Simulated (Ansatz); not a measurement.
Equation of state of MgS from a dense series

```xyz
2
Lattice="0.0000 2.6016 2.6016 2.6016 0.0000 2.6016 2.6016 2.6016 0.0000" Properties=species:S:1:pos:R:3 pbc="T T T"
Mg    0.0000    0.0000    0.0000
S     2.6016    2.6016    2.6016
```

Atom numbers follow the list: Mg1, S2.

The geometry is COD entry 9008672, unchecked; take it as a test cell.

Method: DFT, LDA, all-electron LAPW, scalar-relativistic (Ansatz 0.2.0).

Settings: a Γ-centred 8×8×8 k mesh, Fermi–Dirac smearing of 0.01 eV, basis error target 0.25 meV/atom, no spin polarisation.

The cell is scaled evenly. Fractional coordinates are held (clamped ions).

```json
{"V (Å³/atom)": "16.553", "P (GPa)": "1.66"}
{"V (Å³/atom)": "16.905", "P (GPa)": "-0.15"}
{"V (Å³/atom)": "17.257", "P (GPa)": "-1.79"}
{"V (Å³/atom)": "17.433", "P (GPa)": "-2.54"}
{"V (Å³/atom)": "17.609", "P (GPa)": "-3.25"}
{"V (Å³/atom)": "17.786", "P (GPa)": "-3.93"}
{"V (Å³/atom)": "17.962", "P (GPa)": "-4.57"}
{"V (Å³/atom)": "18.314", "P (GPa)": "-5.76"}
```

Question: Fit a third-order Birch–Murnaghan curve to the pressures.

Answer: P = (3B0/2)(y^(7/2) − y^(5/2))[1 + (3/4)(B0′ − 4)(y − 1)] with y = (V0/V)^(2/3) fits within 0.01 GPa for V0 = 16.874 Å³/atom, B0 = 83.2 GPa and B0′ = 4.11.

Question: Predict the pressure at the withheld volume, 18.666 Å³/atom.

Answer: There y = 0.9349, so the fit gives -6.83 GPa; the run gave -6.83 GPa.
